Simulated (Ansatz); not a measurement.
Relaxed candidate structures of K2ZnI4:

A. I-4 (No. 82), tI14; a = 8.495 Å, b = 8.495 Å, c = 8.472 Å, α = 90.00°, β = 90.00°, γ = 90.00°; K 2b (0.000, 0.000, 0.500); K 2c (0.000, 0.500, 0.250); Zn 2a (0.000, 0.000, 0.000); I 8g (0.341, 0.295, 0.330)

B. P3m1 (No. 156), hP7; a = b = 6.772 Å, c = 11.531 Å, α = β = 90.00°, γ = 120.00°; I 1a (0.000, 0.000, 0.194); I 3d (0.502, 0.004, 0.849); K 1b (0.333, 0.667, 0.104); K 1b (0.333, 0.667, 0.605); Zn 1a (0.000, 0.000, 0.446)

C. P2₁/m (No. 11), mP14; a = 7.8373 Å, b = 8.1740 Å, c = 9.6752 Å, α = γ = 90.00°, β = 108.22°; K 2e (0.217, 0.250, 0.552); K 2e (0.259, 0.250, 0.067); Zn 2e (0.222, 0.750, 0.300); I 2e (0.595, 0.250, 0.423); I 4f (0.001, 0.001, 0.241); I 2e (0.418, 0.750, 0.126)

Order them by energy per atom (lowest first) at the level r2SCAN (plane waves to 500 eV, PAW, scalar-relativistic; Ansatz, a quantum-chemistry and plane-wave program).

C (reference, the lowest of the structures calculated here), A (+0.035 eV/atom), B (+0.81 eV/atom)

Give each candidate's band gap.

No gap: B. A: 3.90 eV (no spin-orbit coupling); C: 3.71 eV (no spin-orbit coupling).

Each run could gain symmetry but not lose that of its start, so entries can be saddle points. From databases, or of a type measured for this composition: P2₁/m, mP14; the others are generated cells (placed on structure types, drawn at random, substituted or restacked) that were not matched to a known phase here. Energies are at zero temperature and pressure, without zero-point motion. No spin polarisation in the result. Gaps of cells over 8 atoms come from the SCF mesh and high-symmetry points alone.
